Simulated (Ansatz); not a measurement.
## Energy against volume for CaHBr (space group P4/nmm)

CaHBr (space group P4/nmm)

```yaml
crystal:
  lattice:
    - [3.83303, 0.00000, 0.00000]
    - [0.00000, 3.83303, 0.00000]
    - [0.00000, 0.00000, 8.23965]
  atoms:
    - { symbol: Ca, position: [0.00000, 0.50000, 0.15719] }
    - { symbol: Ca, position: [0.50000, 0.00000, 0.84281] }
    - { symbol: H, position: [0.50000, 0.50000, 0.00000] }
    - { symbol: H, position: [0.00000, 0.00000, 0.00000] }
    - { symbol: Br, position: [0.00000, 0.50000, 0.68010] }
    - { symbol: Br, position: [0.50000, 0.00000, 0.31990] }
```

Equation-of-state scan: isotropic scaling of the cell above, V₀ being its volume. The atoms relax within the cell's symmetry.

Computed with r2SCAN (plane waves to 500 eV, PAW, scalar-relativistic; Ansatz, a program for electronic structure). k mesh 9×9×4 (Γ-centred), Fermi-Dirac smearing 0.05 eV. Energies are smeared free energies. Compression counts positive. With the shape held, the modulus is that of even scaling; a crystal free to change shape is softer. CaHBr was relaxed with its symmetry unable to fall. ΔE is measured from the relaxed starting cell.

```csv
V (Å³/atom),ΔE (meV/atom),P (GPa)
18.966,7.6,2.15
19.268,4.1,1.53
19.571,1.8,0.97
19.874,0.4,0.45
20.176,0.0,0.00
20.479,0.4,-0.42
20.782,1.6,-0.79
21.084,3.4,-1.13
21.387,5.8,-1.44
```

Read from the data:

The pressure at the smallest volume comes out as 2.15 GPa, the energy cost of the largest compression is 7.6 meV/atom and the energy cost of the largest expansion comes out as 5.8 meV/atom. The bulk modulus at fixed cell shape B₀ (third-order Birch-Murnaghan fit) is 29.2 GPa and the pressure derivative B₀′ (fit) comes out as 5.8. The equilibrium volume of the fit is 20.17 Å³/atom and the pressure for 5 % compression (fit) is 1.7 GPa.

(Under strain, the slope of the energy per volume gives the stress and its curvature an elastic modulus.)
